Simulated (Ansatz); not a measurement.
Crystals of one structure type (diamond) and one family of elements, relaxed and computed with PBE (plane waves, PAW; program Ansatz).

```csv
crystal,V (Å³/atom),B₀ by P(V) fit (GPa)
Ru,20.28,163
Rh,20.93,129
Pd,24.49,66.3
Nb,25.72,?
Ag,30.03,30.4
Zr,30.91,36.8
Y,43.65,9.8
```

Q: Fit a straight line to ln B₀ against ln V and predict the withheld value.

A: Least squares on the 6 shown rows: ln B₀ = -3.57 × ln V + (15.724), with a scatter of 11 %. For Nb this gives 62.3. The run itself gave 67.0, within the scatter.

Typed or built starts, not in the databases checked: Ru, diamond; Rh, diamond; Pd, diamond; Nb, diamond; Ag, diamond; Zr, diamond; Y, diamond. Not the usual ambient phase: Ru, diamond; Rh, diamond; Pd, diamond; Nb, diamond; Ag, diamond; Zr, diamond; Y, diamond. Began spin-polarised and lost the moments: Ru, diamond; Rh, diamond. All cells were relaxed under the symmetry of their starts (and spin orders); stability against distortions was not tested throughout. Rows with no word on spin ran without spin polarisation. Scalar-relativistic: spin–orbit coupling is off unless named, which matters more the heavier the elements.

Potentials: the later of the program's two PAW sets.
